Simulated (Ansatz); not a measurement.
Question: Each is relaxed and computed with r²SCAN (plane waves, PAW; program Ansatz). Which is the only metal?
A) YbSi2, P6/mmm (Yb on 1a, Si on 2d)
B) Si3N4, Fd-3m (Si on 16c, Si on 8b, N on 32e)
C) SiO2, P3_121 (Si on 3b, O on 6c)
D) SiGe, Pmma (Si on 2e, Si on 2f, Ge on 2e, Ge on 2f)

Answer: A, YbSi2, P6/mmm (Yb on 1a, Si on 2d). YbSi2: metal; SiO2: gap 6.60 eV (indirect); Si3N4: gap 4.03 eV; SiGe: gap 0.55 eV (indirect). Caveat: open 4f shells can settle in a state that is not the lowest. Typed or built starts, not in the databases checked: SiGe, Pmma (Si on 2e, Si on 2f, Ge on 2e, Ge on 2f). Standing as an ambient phase not checked: YbSi2, P6/mmm (Yb on 1a, Si on 2d). Began spin-polarised and lost the moments: YbSi2, P6/mmm (Yb on 1a, Si on 2d). All cells were relaxed under the symmetry of their starts (and spin orders); stability against distortions was not tested throughout. No Hubbard U is applied. Spin–orbit coupling is left out wherever it is not named.

Potentials: the later of the program's two PAW sets.
